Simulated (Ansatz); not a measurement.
Na3MnF6: does the functional change the magnetic order?

```yaml
crystal:
  lattice:
    - [5.47090, 0.00000, 0.00000]
    - [0.00000, 5.68300, 0.00000]
    - [-5.32493, 0.00000, 8.07208]
  atoms:
    - { symbol: Na, position: [0.50000, 0.50000, 0.00000] }
    - { symbol: Na, position: [0.50000, 0.00000, 0.50000] }
    - { symbol: Na, position: [0.75911, 0.44536, 0.74988] }
    - { symbol: Na, position: [0.24089, 0.94536, 0.75012] }
    - { symbol: Na, position: [0.24089, 0.55464, 0.25012] }
    - { symbol: Na, position: [0.75911, 0.05464, 0.24988] }
    - { symbol: Mn, position: [0.00000, 0.50000, 0.50000] }
    - { symbol: Mn, position: [0.00000, 0.00000, 0.00000] }
    - { symbol: F, position: [0.34740, 0.55780, 0.73260] }
    - { symbol: F, position: [0.65260, 0.05780, 0.76740] }
    - { symbol: F, position: [0.65260, 0.44220, 0.26740] }
    - { symbol: F, position: [0.34740, 0.94220, 0.23260] }
    - { symbol: F, position: [0.77260, 0.67130, 0.55330] }
    - { symbol: F, position: [0.22740, 0.17130, 0.94670] }
    - { symbol: F, position: [0.22740, 0.32870, 0.44670] }
    - { symbol: F, position: [0.77260, 0.82870, 0.05330] }
    - { symbol: F, position: [0.09580, 0.77950, 0.43260] }
    - { symbol: F, position: [0.90420, 0.27950, 0.06740] }
    - { symbol: F, position: [0.90420, 0.22050, 0.56740] }
    - { symbol: F, position: [0.09580, 0.72050, 0.93260] }
```

The same starts (parallel, antiparallel patterns that fit this cell, and no moments) were run with plane-wave PAW DFT (Ansatz 0.2.0; atoms fixed, collinear spin, no spin-orbit coupling; 5×4×3 Γ-centred mesh, fermi-dirac occupations of width 0.050 eV) at these levels: r2SCAN, 500 eV; r2SCAN with U_eff = 2.7 eV on Mn d (all-electron-ortho-atomic projectors), 500 eV.

Problem. Which order does each level favour, and how strongly?

Solution. The runs give, at zero smearing:

| level | lowest state | mean moment on Mn (μB) | parallel less best compensated antiparallel (meV per Mn) | gain over no moments (meV per Mn) |
| --- | --- | --- | --- | --- |
| r2SCAN | parallel moments | 3.26 | -0 | 2784 |
| r2SCAN + U | parallel moments | 3.31 | -0 | 3025 |

Site moments are taken in small spheres that don't touch (radius about 0.4 of the atom's shortest bond), so those of the magnetic atoms read low. The two orders aren't resolved at any level: the difference runs from -0 to -0 meV per Mn.

The cell is that of a Crystallography Open Database entry, unchanged.

Caveats: only orders that fit this cell were tried, so the true order may need a larger cell or canted moments; atoms and cell are held at the entry's values; differences under about 5 meV per magnetic atom weren't tested against a denser mesh or another U, and are taken as unresolved; the U is a value in common use, not computed for this crystal; the state without moments isn't the paramagnet, so the last column is no ordering energy, and a U inflates it; the nearest magnetic pairs stand parallel in every state found, so their coupling isn't measured.
